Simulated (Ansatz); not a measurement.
## Al$_{3}$GaN$_{4}$: enthalpy against pressure

Al$_{3}$GaN$_{4}$, Pm, a = 5.043 Å, b = 3.130 Å, c = 5.418 Å, β = 90.0°. The structure is a Materials Project entry; whether it is the stable form wasn't checked. Ansatz: PBEsol, PAW, 420 eV, Γ-centred 6×8×4 mesh on 8 atoms, Gaussian smearing 0.02 eV; no spin polarisation. Cell and atoms are relaxed at each pressure, and no other structure is tried, so the rows at high pressure may lie past a change of phase. y is the enthalpy over the state at zero pressure; there V0 = 10.691 Å³/atom. The pressures are the targets, met within 0.06 GPa.

| P (GPa) | y (eV/atom) |
| --- | --- |
| -2.0 | ? |
| 0.0 | 0.0000 |
| 2.0 | 0.1328 |
| 5.0 | 0.3297 |
| 10.0 | 0.6518 |
| 20.0 | 1.2765 |

Q: Fit y = c1 P + c2 P² + c3 P³ to the other rows, say what c1 and c2 mean, and predict the missing value.

A: Least squares on the rows shown. y = 0.066743 P − 0.00016652 P² + 1.0320×10⁻⁶ P³. Since dH/dP = V, c1 is V0: 0.066743 eV/GPa × 160.2 = 10.692 Å³ against 10.691; c2 = −V0/(2B0) gives B0 = 200 GPa, where a Birch–Murnaghan fit to the volumes of the same runs (not shown) gives 199 GPa. At P = -2.0 the fit asked for gives -0.1342 eV/atom. The run gave -0.1342 eV/atom, the same to the digits shown.